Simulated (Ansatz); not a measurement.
**CaP₂H₂O₇ — ¹⁷O NMR of the central transition**

Cell: a COD entry, ions relaxed with PBE at fixed cell.

Space group C2/c (No. 15); a = 7.3276, b = 8.1282, c = 9.7632 Å, β = 101.24°.

| site | Wyckoff | site symmetry | x | y | z |
| --- | --- | --- | --- | --- | --- |
| Ca | 4a | -1 | 0.0000 | 0.0000 | 0.0000 |
| H | 8f | 1 | 0.2879 | 0.2054 | 0.3484 |
| P | 8f | 1 | 0.6647 | 0.8862 | 0.1889 |
| O11 | 8f | 1 | 0.7570 | 0.0247 | 0.1236 |
| O15 | 8f | 1 | 0.8087 | 0.8267 | 0.3249 |
| O19 | 8f | 1 | 0.5909 | 0.7425 | 0.0999 |
| O23 | 4e | 2 | 0.5000 | 0.9771 | 0.2500 |

One atom of each set is listed; the run and its k-mesh use a cell of 24 atoms with edges of 5.47, 5.47, 9.76 Å.

The numbers come from a DFT calculation in Ansatz (PBE, plane waves and PAW (field gradients read without the response of the frozen cores, which leaves them typically 4 to 6 % off), scalar-relativistic, 420 eV cutoff, Γ-centred 5×5×3 k-points, Fermi–Dirac smearing 0.02 eV).

¹⁷O has I = 5/2 and Q = -25.58 mb (Pyykkö 2018); at 7.05 T its Larmor frequency is ν₀ = 40.7 MHz. Only the quadrupole interaction is simulated: positions count from each site's isotropic chemical shift, and shift anisotropy, dipolar and J coupling are left out.

Problem. Give C_Q, η, the quadrupolar product P_Q = |C_Q|(1 + η²/3)^½, the second-order isotropic shift and the breadth of the pattern (static powder) for each O site.

Solution. 

```json
{"site": "O11", "first shell": "1 P at 1.52 Å; also 1 H at 1.54 Å, 1 Ca at 2.35 Å", "C_Q (MHz)": "-5.54", "η": "0.39", "P_Q (MHz)": "5.68", "δ_QIS (ppm)": "-117", "breadth (kHz)": "31.8"}
{"site": "O15", "first shell": "1 H at 1.03 Å, 1 P at 1.60 Å, angle 112°; also 1 Ca at 2.44 Å", "C_Q (MHz)": "-6.84", "η": "0.98", "P_Q (MHz)": "7.85", "δ_QIS (ppm)": "-223", "breadth (kHz)": "68.1"}
{"site": "O19", "first shell": "1 P at 1.49 Å, 1 Ca at 2.24 Å, angle 170°", "C_Q (MHz)": "-5.42", "η": "0.04", "P_Q (MHz)": "5.42", "δ_QIS (ppm)": "-106", "breadth (kHz)": "23.3"}
{"site": "O23", "first shell": "2 P at 1.62 Å, angle 126°", "C_Q (MHz)": "-8.07", "η": "0.54", "P_Q (MHz)": "8.46", "δ_QIS (ppm)": "-259", "breadth (kHz)": "74.4"}
```

δ_QIS = −(ν_Q²/30ν₀²)[I(I+1) − 3/4](1 + η²/3) × 10⁶ ppm with ν_Q = 3|C_Q|/[2I(2I−1)]; it falls as 1/B₀² in ppm, and the breadth as 1/B₀ in kHz.

At O11 V_zz points along its bond to P (within 4°). At O19 V_zz points along the shorter of its two bonds, to P (within 1°). At O23 V_zz runs parallel to the line that joins its two neighbours (within 1°).

The entry's hydrogen positions were far off; the other atoms hardly move on relaxation.
